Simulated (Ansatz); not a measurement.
A relaxed structure of GaN is spoiled in several ways and relaxed again each time (noise and exchanges are one random draw each; pressure is positive under compression). Level of theory: PBE (plane waves to 420 eV, PAW, scalar-relativistic; Ansatz, a first-principles code).

Space group P6₃mc (No. 186); a = b = 3.217 Å, c = 15.748 Å, α = β = 90.00°, γ = 120.00°

| atom | site | symmetry | x | y | z |
|---|---|---|---|---|---|
| Ga | 2a | 3m. | 0.0000 | 0.0000 | 0.4998 |
| Ga | 2b | 3m. | 0.3333 | 0.6667 | 0.3333 |
| Ga | 2b | 3m. | 0.6667 | 0.3333 | 0.1666 |
| N | 2a | 3m. | 0.0000 | 0.0000 | 0.3746 |
| N | 2b | 3m. | 0.3333 | 0.6667 | 0.2081 |
| N | 2b | 3m. | 0.6667 | 0.3333 | 0.0414 |

```
change                                                                                                            first pressure (GPa)  first V (Å³/atom)  released (eV/atom)  moves                outcome  final group  E − E(parent) (eV/atom)
----------------------------------------------------------------------------------------------------------------  --------------------  -----------------  ------------------  -----  ---------------------  -----------  -----------------------
with every coordinate shifted by Gaussian noise of σ = 0.2 Å                                                                      35.0              11.76                1.20      8  returns to the parent        P6₃mc                    0.000
with every coordinate shifted by Gaussian noise of σ = 0.1 Å                                                                       5.3              11.76                0.25      6  returns to the parent        P6₃mc                    0.000
deformed by the Cartesian strain tensor (xx, yy, zz, yz, xz, xy) = (-0.057, -0.004, 0.185, -0.069, 0.086, 0.044)            (withheld)              12.92          (withheld)     11             (withheld)   (withheld)               (withheld)
shaken by Gaussian noise of σ = 0.08 Å a coordinate                                                                                4.1              11.76                0.13      4  returns to the parent        P6₃mc                    0.000
```

Fill in the missing entries.


- deformed by the Cartesian strain tensor (xx, yy, zz, yz, xz, xy) = (-0.057, -0.004, 0.185, -0.069, 0.086, 0.044), first pressure (GPa): -1.9
- deformed by the Cartesian strain tensor (xx, yy, zz, yz, xz, xy) = (-0.057, -0.004, 0.185, -0.069, 0.086, 0.044), released (eV/atom): 0.49
- deformed by the Cartesian strain tensor (xx, yy, zz, yz, xz, xy) = (-0.057, -0.004, 0.185, -0.069, 0.086, 0.044), outcome: returns to the parent
- deformed by the Cartesian strain tensor (xx, yy, zz, yz, xz, xy) = (-0.057, -0.004, 0.185, -0.069, 0.086, 0.044), final group: P6₃mc
- deformed by the Cartesian strain tensor (xx, yy, zz, yz, xz, xy) = (-0.057, -0.004, 0.185, -0.069, 0.086, 0.044), E − E(parent) (eV/atom): 0.000

First-step values come from each run's starting, coarser k-mesh (7×7×2, 7×7×1). The runs use different k-meshes, so differences are rounded accordingly. No spin polarisation in the result.

The first start was generated by placing the elements on the sites of a structure type. A measured structure of GaN has the same space group, P6₃mc (No. 186); the sites were not compared with it.
